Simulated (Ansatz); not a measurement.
ZnInGaO4:
```xyz
7
Lattice="1.6576 0.9570 8.5841 -1.6576 0.9570 8.5841 0.0000 -1.9140 8.5841" Properties=species:S:1:pos:R:3 pbc="T T T"
Zn     0.0000     0.0000     5.6318
In     0.0000     0.0000     0.0759
Ga     0.0000     0.0000    20.2705
O      0.0000     0.0000     7.5997
O      0.0000     0.0000    18.3160
O      0.0000     0.0000     3.1203
O      0.0000     0.0000    22.2429
```

Relaxed with PBEsol. Special points in fractions of this cell's reciprocal vectors: Γ (0.000, 0.000, 0.000); T (0.500, 0.500, 0.500); H2 (0.825, 0.175, 0.500); H0 (0.500, -0.175, 0.175); L (0.500, 0.000, 0.000); S0 (0.337, -0.337, 0.000); S2 (0.663, 0.000, 0.337); F (0.500, 0.000, 0.500).

Q: List the band energies nearest the valence-band maximum at these points for PBEsol with spin–orbit coupling in the plane-wave PAW code Ansatz.

A: In eV from the valence-band maximum; about four levels below and three above (degenerate sets whole), none deeper than 8.9 eV; points with the same levels are listed once.

```json
[
 {"k": "Γ", "below": "-0.04 -0.04 0.00 0.00", "above": "1.15 1.15 4.34 4.34"},
 {"k": "T", "below": "-0.05 -0.05 0.00 0.00", "above": "2.56 2.56 2.88 2.88"},
 {"k": "H2", "below": "-0.75 -0.74 -0.42 -0.41", "above": "6.43 6.43 7.53"},
 {"k": "L", "below": "-0.56 -0.56 -0.32 -0.32", "above": "5.17 5.17 5.92 5.92"},
 {"k": "S0", "below": "-0.75 -0.74 -0.42 -0.41", "above": "6.43 6.43 7.54"},
 {"k": "F", "below": "-0.86 -0.86 -0.49 -0.49", "above": "5.29 5.29 5.78 5.78"}
]
```

Space group R3m. Symmetry was held in the PBEsol relaxation.

Potentials: the earlier of the program's two PAW sets. The files were generated under PBE; for other functionals the program regenerates the frozen cores, and for LDA and PBEsol the local potential too.
